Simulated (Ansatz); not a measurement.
## WAu: changing the pressure

The cell as given:

```
CELL_PARAMETERS angstrom
0.00000 2.90921 2.90921
2.90921 0.00000 2.90921
2.90921 2.90921 0.00000
ATOMIC_POSITIONS crystal
W 0.00000 0.00000 0.00000
Au 0.75000 0.75000 0.75000
```

The cell comes from a database or a generator and needn't be the stable form of this composition.

Kept alike: task relaxation of cell and atoms; functional r2SCAN; k mesh 8 × 8 × 8; occupations fermi-dirac, width 0.05 eV; no spin polarisation. Program: Ansatz, Ansatz PAW, cutoff 500 eV. The mesh is that of the run's cell of 2 atoms. No spin-orbit coupling.

```tsv
pressure, P (GPa)	volume (Å³/atom)
0	24.021
2	23.686
5	?
10	22.591
20	21.531
```

The relaxations keep at least the cell's symmetry (F-43m). For a metal such a mesh leaves the last digits unconverged. Runs of this series that gave no sound value for these columns are left out. The runs follow the start's structure, whether or not it is the stable one at these pressures. P is the pressure aimed at, which the runs meet within some hundredths to tenths of a GPa. All rows use potentials made for PBE.

**Question.** Fit the rows shown and predict the run at 5 GPa.

**Answer.** Murnaghan's form V = V0 (1 + B′P/B0)^(-1/B′) through the rows shown has V0 = 24.0179, B0 = 141.3 GPa and B′ = 4.55 (largest miss 0.0047); at P = 5 it gives 23.243 Å³/atom. The run gave: volume 23.249 Å³/atom.
